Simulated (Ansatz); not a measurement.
Data:

C:
```yaml
crystal:
  lattice:
    - [2.44481, 0.00000, 0.00000]
    - [-1.22241, 2.11727, 0.00000]
    - [0.00000, 0.00000, 6.67105]
  atoms:
    - { symbol: C, position: [0.00000, 0.00000, 0.25000] }
    - { symbol: C, position: [0.00000, 0.00000, 0.75000] }
    - { symbol: C, position: [0.33333, 0.66667, 0.25000] }
    - { symbol: C, position: [0.66667, 0.33333, 0.75000] }
```

This is the LDA-relaxed structure. Cartesian axes are those of the cell as given.

**Question.** All from LDA (plane waves, PAW; program Ansatz), unless another level is named. Estimate the bulk modulus (Birch–Murnaghan fit).

**Answer.** 27.8 GPa.

**Question.** Next, the elastic constants (relaxed ions, GPa)?

**Answer.** C11 = 1090, C12 = 211, C13 = -2.7, C33 = 27.4, C44 = 4.1.

Space group P6_3/mmc (graphite). The LDA relaxation kept the symmetry of its start. A crystal of weakly bound layers computed without a dispersion correction: the cell and the soft elastic constants depend strongly on that. As this level gives no gap, shear constants depend on the k-mesh and smearing (Fermi–Dirac, 0.1 eV here).

Potentials: the later of the program's two PAW sets.
